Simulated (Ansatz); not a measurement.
The following input was run with Ansatz 0.2.0.

```yaml
crystal:
  lattice:
    - [5.5116172545, 0.0, 0.0]
    - [-2.7558086272, 4.7732005583, 0.0]
    - [0.0, 0.0, 5.3311058105]
  atoms:
    - { symbol: Rb, position: [0.3333333333, 0.6666666667, 0.2826098549] }
    - { symbol: Rb, position: [0.6666666667, 0.3333333333, 0.7173901451] }
    - { symbol: Pd, position: [0.0, 0.0, 0.0] }
    - { symbol: C, position: [0.0, 0.0, 0.3803092586] }
    - { symbol: C, position: [0.0, 0.0, 0.6196907414] }
basis:
  ecutwfc: 500
kpoints:
  mp_grid: { grid: [6, 6, 6] }
hamiltonian:
  xc: r2scan
scf:
  occupations: { method: gaussian, width: 0.02 }
output:
  forces: true
  stress: true
  eigenvalues: true
relax:
  adjacent_minimum: "off"
  f_tol: 0.01
  max_steps: 30
  cell: { stress_tol: 0.1, fix: [volume] }
```

Command:
```bash
ansatz run input.yaml --threads 1 --pin off --max-ram 2560MiB --backend cpu --events-out ev --progress --plain --runs-dir out
```

These are results of Ansatz, DFT r2SCAN, scalar-relativistic, plane waves, PAW, not measurements.

From the run's log, abridged:

```
Pseudopotentials: kind: paw
Pseudopotential: Rb, paw, valence charge 9, recommended cutoff 500 eV (meta_gga)
Pseudopotential: Pd, paw, valence charge 18, recommended cutoff 500 eV (meta_gga)
Pseudopotential: C, paw, valence charge 4, recommended cutoff 500 eV (meta_gga)
Functional definition: r2SCAN
Crystal: 5 atoms, lattice volume = 140.251 Å³
Basis set: ecut = 500 eV, 3481 PW (Γ), exchange–correlation on 180×180×160 points (64 copies of the dense FFT grid, shifted against one another)
Bands: 27, of which v1, the nominal top of the filled ones, is band 22 counted from 1 (21 counted from 0)
Symmetry: 12 space group operations
Space group: P-3m1 (ITA 164), of the structure as read, at distance tolerance 5.2e-5 Å
k-points: 34 of 216
Initial density: superposition of atomic densities (neutral atoms: chi_scale 0, normalization atom), corrected by the library's trained network
Initial wavefunctions: pseudopotential atomic-orbital guess
Functional: x = r2scan, c = r2scan; τ floored in thin density (d = 2e-4 eV/Å³)
SCF iter   1: F=—  HF=-14045.212917 eV  |F-HF|=—  |Δ(HF+E_count)|=         —  Δρ=6.79e-3  dr2=5.89e-2  dr2_τ=2.82e-1  ethr=1.77e-3  ⟨swp⟩=7.1  Hψ=4610  notcnv=0
SCF iter   2: F=—  HF=-14045.245499 eV  |F-HF|=—  |Δ(HF+E_count)|=   3.26e-2  Δρ=4.30e-3  dr2=1.36e-2  dr2_τ=2.55e-3  ethr=1.34e-4  ⟨swp⟩=3.0  Hψ=1991  notcnv=0  defer=34
SCF iter   3: F=—  HF=-14045.242587 eV  |F-HF|=—  |Δ(HF+E_count)|=   2.91e-3  Δρ=2.00e-3  dr2=3.11e-3  dr2_τ=2.65e-4  ethr=3.08e-5  ⟨swp⟩=2.1  Hψ=1337  notcnv=0  defer=34
SCF iter   4: F=—  HF=-14045.241843 eV  |F-HF|=—  |Δ(HF+E_count)|=   7.44e-4  Δρ=6.78e-4  dr2=3.39e-4  dr2_τ=2.37e-5  ethr=7.07e-6  ⟨swp⟩=2.1  Hψ=1147  notcnv=0  defer=34
SCF iter   5: F=—  HF=-14045.241810 eV  |F-HF|=—  |Δ(HF+E_count)|=   3.21e-5  Δρ=1.47e-4  dr2=1.71e-5  dr2_τ=1.14e-6  ethr=7.70e-7  ⟨swp⟩=2.5  Hψ=1458  notcnv=0  defer=34
SCF iter   6: F=—  HF=-14045.241837 eV  |F-HF|=—  |Δ(HF+E_count)|=   2.69e-5  Δρ=2.10e-5  dr2=6.87e-7  dr2_τ=5.19e-8  ethr=3.90e-8  ⟨swp⟩=2.0  Hψ=1412  notcnv=0  defer=34
SCF iter   7: F=-14045.241838 eV  HF=-14045.241838 eV  |F-HF|=2.50e-8  |Δ(HF+E_count)|=   3.50e-7  Δρ=5.03e-6  dr2=5.01e-8  dr2_τ=3.54e-9  ethr=2.27e-10  ⟨swp⟩=11.7  Hψ=5023  notcnv=0
SCF 1 converged in 7 iterations: F = -14045.241838 eV  dr2 = 5.01e-8
relax step   1: F+E_penalty+E_count = -14045.24183769 eV  Δ(F+E_penalty+E_count) = +0.000e0 eV  max|allowed force component| = 6.093e-1 eV/Å  Δτ_max = 0.0000 Å  P = -1.977 GPa  Ω = 140.251 Å³  fix = [volume]  reactions: volume -1.977 GPa (7 SCF iters, dr2 threshold 1.00e-7 eV, accepted)
Basis set: ecut = 500 eV, 3529 PW (Γ), exchange–correlation on 180×180×160 points (64 copies of the dense FFT grid, shifted against one another)
Initial density: handed on by an earlier stage of this run
Initial wavefunctions: those handed on with the density
SCF iter   1: F=—  HF=-14045.246831 eV  |F-HF|=—  |Δ(HF+E_count)|=         —  Δρ=1.24e-3  dr2=2.28e-3  dr2_τ=3.49e-3  ethr=5.38e-6  ⟨swp⟩=2.1  Hψ=5383  notcnv=0
SCF iter   2: F=—  HF=-14045.249585 eV  |F-HF|=—  |Δ(HF+E_count)|=   2.75e-3  Δρ=5.04e-4  dr2=2.34e-4  dr2_τ=2.53e-5  ethr=5.19e-6  ⟨swp⟩=2.1  Hψ=1697  notcnv=0
SCF iter   3: F=—  HF=-14045.249575 eV  |F-HF|=—  |Δ(HF+E_count)|=   1.04e-5  Δρ=2.10e-4  dr2=5.12e-5  dr2_τ=6.21e-6  ethr=5.32e-7  ⟨swp⟩=2.0  Hψ=1462  notcnv=0
SCF iter   4: F=—  HF=-14045.249570 eV  |F-HF|=—  |Δ(HF+E_count)|=   5.22e-6  Δρ=8.76e-5  dr2=1.24e-5  dr2_τ=9.96e-7  ethr=1.16e-7  ⟨swp⟩=2.0  Hψ=1224  notcnv=0
SCF iter   5: F=—  HF=-14045.249569 eV  |F-HF|=—  |Δ(HF+E_count)|=   8.67e-7  Δρ=2.63e-5  dr2=1.33e-6  dr2_τ=2.32e-8  ethr=2.82e-8  ⟨swp⟩=2.0  Hψ=1205  notcnv=0
SCF iter   6: F=-14045.249569 eV  HF=-14045.249569 eV  |F-HF|=5.14e-9  |Δ(HF+E_count)|=   1.06e-7  Δρ=4.90e-6  dr2=7.41e-8  dr2_τ=1.62e-9  ethr=1.14e-9  ⟨swp⟩=7.0  Hψ=4567  notcnv=0
SCF 2 converged in 6 iterations: F = -14045.249569 eV  dr2 = 7.41e-8
relax step   2: F+E_penalty+E_count = -14045.24956891 eV  Δ(F+E_penalty+E_count) = -7.731e-3 eV  max|allowed force component| = 5.509e-2 eV/Å  Δτ_max = 0.0065 Å  P = -1.470 GPa  Ω = 140.251 Å³  fix = [volume]  reactions: volume -1.470 GPa (6 SCF iters, dr2 threshold 5.00e-7 eV, accepted)
Basis set: ecut = 500 eV, 3553 PW (Γ), exchange–correlation on 180×180×160 points (64 copies of the dense FFT grid, shifted against one another)
SCF iter   1: F=—  HF=-14045.249650 eV  |F-HF|=—  |Δ(HF+E_count)|=         —  Δρ=3.35e-4  dr2=1.93e-4  dr2_τ=3.05e-4  ethr=4.85e-7  ⟨swp⟩=3.2  Hψ=5224  notcnv=0
SCF iter   2: F=—  HF=-14045.250013 eV  |F-HF|=—  |Δ(HF+E_count)|=   3.63e-4  Δρ=1.61e-4  dr2=2.61e-5  dr2_τ=6.31e-6  ethr=4.38e-7  ⟨swp⟩=2.0  Hψ=1800  notcnv=0
SCF iter   3: F=—  HF=-14045.250010 eV  |F-HF|=—  |Δ(HF+E_count)|=   2.81e-6  Δρ=7.50e-5  dr2=4.67e-6  dr2_τ=4.19e-7  ethr=5.94e-8  ⟨swp⟩=2.0  Hψ=1222  notcnv=0
SCF iter   4: F=—  HF=-14045.250010 eV  |F-HF|=—  |Δ(HF+E_count)|=   4.58e-8  Δρ=3.36e-5  dr2=7.72e-7  dr2_τ=5.93e-8  ethr=1.06e-8  ⟨swp⟩=2.1  Hψ=1274  notcnv=0
SCF iter   5: F=-14045.250010 eV  HF=-14045.250010 eV  |F-HF|=1.72e-8  |Δ(HF+E_count)|=   1.99e-7  Δρ=8.79e-6  dr2=7.05e-8  dr2_τ=2.65e-9  ethr=6.71e-10  ⟨swp⟩=6.1  Hψ=4153  notcnv=0
SCF 3 converged in 5 iterations: F = -14045.250010 eV  dr2 = 7.05e-8
relax step   3: F+E_penalty+E_count = -14045.25001018 eV  Δ(F+E_penalty+E_count) = -4.413e-4 eV  max|allowed force component| = 1.620e-2 eV/Å  Δτ_max = 0.0013 Å  P = -1.329 GPa  Ω = 140.251 Å³  energy of the carried Pulay correction = -1.984e-17 eV  fix = [volume]  reactions: volume -1.329 GPa (5 SCF iters, dr2 threshold 2.95e-7 eV, accepted)
SCF iter   1: F=—  HF=-14045.249957 eV  |F-HF|=—  |Δ(HF+E_count)|=         —  Δρ=6.74e-5  dr2=1.08e-5  dr2_τ=8.15e-5  ethr=2.18e-8  ⟨swp⟩=3.0  Hψ=4660  notcnv=0
SCF iter   2: F=—  HF=-14045.250019 eV  |F-HF|=—  |Δ(HF+E_count)|=   6.23e-5  Δρ=4.64e-5  dr2=3.92e-6  dr2_τ=3.42e-7  ethr=2.18e-8  ⟨swp⟩=2.0  Hψ=1633  notcnv=0
SCF iter   3: F=—  HF=-14045.250018 eV  |F-HF|=—  |Δ(HF+E_count)|=   8.35e-7  Δρ=2.30e-5  dr2=1.28e-6  dr2_τ=8.62e-8  ethr=8.92e-9  ⟨swp⟩=2.4  Hψ=1409  notcnv=0
SCF iter   4: F=—  HF=-14045.250018 eV  |F-HF|=—  |Δ(HF+E_count)|=   3.63e-7  Δρ=6.41e-6  dr2=5.87e-8  dr2_τ=6.85e-9  ethr=2.91e-9  ⟨swp⟩=2.1  Hψ=1415  notcnv=0
SCF iter   5: F=-14045.250018 eV  HF=-14045.250018 eV  |F-HF|=1.09e-9  |Δ(HF+E_count)|=   8.25e-8  Δρ=2.00e-6  dr2=1.60e-8  dr2_τ=1.15e-9  ethr=3.73e-11  ⟨swp⟩=6.1  Hψ=4408  notcnv=0
SCF 4 converged in 5 iterations: F = -14045.250018 eV  dr2 = 1.60e-8
relax step   4: F+E_penalty+E_count = -14045.25001780 eV  Δ(F+E_penalty+E_count) = -7.622e-6 eV  max|allowed force component| = 2.908e-3 eV/Å  Δτ_max = 0.0016 Å  P = -1.330 GPa  Ω = 140.251 Å³  energy of the carried Pulay correction = -6.612e-18 eV  fix = [volume]  reactions: volume -1.330 GPa (5 SCF iters, dr2 threshold 1.64e-8 eV, accepted)
Initial wavefunctions: pseudopotential atomic-orbital guess (no wavefunctions were taken with the density)
SCF iter   1: F=—  HF=-14045.249948 eV  |F-HF|=—  |Δ(HF+E_count)|=         —  Δρ=2.09e-5  dr2=7.23e-8  dr2_τ=4.04e-7  ethr=1.20e-7  ⟨swp⟩=4.7  Hψ=7860  notcnv=0
SCF iter   2: F=—  HF=-14045.249983 eV  |F-HF|=—  |Δ(HF+E_count)|=   3.47e-5  Δρ=1.04e-5  dr2=1.85e-8  dr2_τ=3.47e-8  ethr=1.64e-10  ⟨swp⟩=2.4  Hψ=1848  notcnv=0
SCF iter   3: F=—  HF=-14045.249982 eV  |F-HF|=—  |Δ(HF+E_count)|=   2.31e-7  Δρ=2.20e-6  dr2=7.51e-9  dr2_τ=8.36e-10  ethr=4.21e-11  ⟨swp⟩=2.0  Hψ=1634  notcnv=0
SCF iter   4: F=—  HF=-14045.249982 eV  |F-HF|=—  |Δ(HF+E_count)|=   1.27e-9  Δρ=6.18e-7  dr2=6.06e-10  dr2_τ=4.58e-11  ethr=1.71e-11  ⟨swp⟩=2.0  Hψ=1208  notcnv=0
SCF iter   5: F=-14045.249982 eV  HF=-14045.249982 eV  |F-HF|=3.46e-11  |Δ(HF+E_count)|=  3.66e-10  Δρ=2.36e-7  dr2=7.25e-11  dr2_τ=1.33e-11  ethr=1.00e-12  ⟨swp⟩=5.3  Hψ=3834  notcnv=0
SCF 5 converged in 5 iterations: F = -14045.249982 eV  dr2 = 7.25e-11
SCF converged after 5 iterations
Free energy (F): -14045.249982 eV
Harris-Foulkes:  -14045.249982 eV  (|F-HF|=3.46e-11)
Internal energy: -14045.249982 eV  (E = F + TS)
E sigma→0 (E₀):  -14045.249982 eV
Fermi energy:    5.709769 eV
--- Per-component energies (eV) ---
  E_band       = -580.297345
  E_kinetic    = 1074.761036
  E_local      = -5094.568982  (includes V_loc(G=0)·N_el)
  E_nonlocal   = 615.215914
  E_hartree    = 1940.885461
  E_xc         = -502.404489
  E_vxc        = -663.924711  (∫ρ·V_xc dr)
  E_paw        = -9242.513563  (= ΣΔE_a)
  E_vpaw       = -435.396102  (= ΣTr[D̂ρ^β])
  E_aug_tail   = 0.000112  (compensation charges beyond the density's cutoff)
  E_vtau       = 41.844130  (kinetic-family band-sum trace: ∫τ·v_τ [+ j·A + Jᵃ·Aᵃ] dr)
  E_ewald      = -2835.829984
  E_core_change = -0.795489  (= ΣΔE_core)
  E_smearing   =  0.000000  (= −TS)
--- Forces (eV/Å), atoms counted from 1 ---
  atom   1  Rb     0.00000000     0.00000000     0.00079497
  atom   2  Rb     0.00000000     0.00000000    -0.00079497
  atom   3  Pd     0.00000000     0.00000000     0.00000000
  atom   4  C      0.00000000     0.00000000    -0.00273451
  atom   5  C      0.00000000     0.00000000     0.00273451
--- Stress (GPa, compression-positive) ---
       -1.332249       0.000000       0.000000
        0.000000      -1.332249       0.000000
        0.000000       0.000000      -1.325204
  P = ⅓ Tr σ = -1.3299 GPa (-13.299 kbar)
--- Band table (eV; the first three rows and the last of 34) ---
  k-point 0: bands = ["-80.5299", "-45.7094", "-45.2996", "-45.2996", "-23.2898", "-23.2272", "-9.0548", "-7.0193", "-6.8877", "-6.8877", "-6.7467", "-6.6735", "-6.6735", "-0.2757", "-0.1216", "2.4096", "2.4096", "2.9826", "2.9826", "3.5088", "3.6976", "3.6976", "8.5337", "8.6400", "10.1245", "10.1245", "10.2078"]
  k-point 1: bands = ["-80.5299", "-45.7094", "-45.2996", "-45.2996", "-23.2868", "-23.2299", "-9.0267", "-7.0085", "-6.8760", "-6.8760", "-6.7729", "-6.6843", "-6.6843", "-1.3078", "1.0724", "2.0064", "2.0064", "3.5639", "3.5639", "3.5676", "3.6993", "3.6993", "8.4708", "8.9514", "8.9895", "8.9895", "10.8672"]
  k-point 2: bands = ["-80.5299", "-45.7095", "-45.2996", "-45.2996", "-23.2798", "-23.2364", "-8.9686", "-6.9736", "-6.8471", "-6.8471", "-6.8380", "-6.7114", "-6.7114", "-2.0641", "1.6320", "1.6320", "2.2171", "3.6649", "3.6899", "3.6899", "4.4105", "4.4105", "7.9334", "7.9334", "8.5282", "9.3573", "10.7154"]
  k-point 33: bands = ["-80.5299", "-45.7094", "-45.2996", "-45.2996", "-23.2567", "-23.2567", "-9.0059", "-7.0619", "-7.0619", "-6.7453", "-6.7393", "-6.6642", "-6.6642", "-2.2475", "1.5148", "1.5148", "2.8963", "3.6997", "3.6997", "4.0803", "4.8566", "4.8566", "6.9968", "6.9968", "9.6157", "9.6157", "10.3036"]
--- Relaxed structure (4 steps of the walk, 4 accepted, 1 SCFs on fresh bases) ---
  F+E_penalty+E_count = -14045.24998231 eV   max|allowed force component| = 2.735e-3 eV/Å   (the final SCF, on the basis selected at the relaxed cell)
  cell:  # Å, volume = 140.2510 Å³
    - [5.53279714, 0.0, 0.0]
    - [-2.76639857, 4.79154288, 0.0]
    - [0.0, 0.0, 5.29036832]
  atoms:
    - { symbol: Rb, position: [0.33333333, 0.66666666, 0.28194316] }
    - { symbol: Rb, position: [0.66666666, 0.33333333, 0.71805683] }
    - { symbol: Pd, position: [0.0, 0.0, 0.0] }
    - { symbol: C, position: [0.0, 0.0, 0.38038435] }
    - { symbol: C, position: [0.0, 0.0, 0.61961564] }
```

The relaxation met its thresholds.

Time: 67 s on 1 thread of Arm Neoverse V2, on a shared host, peak memory 0.81 GiB.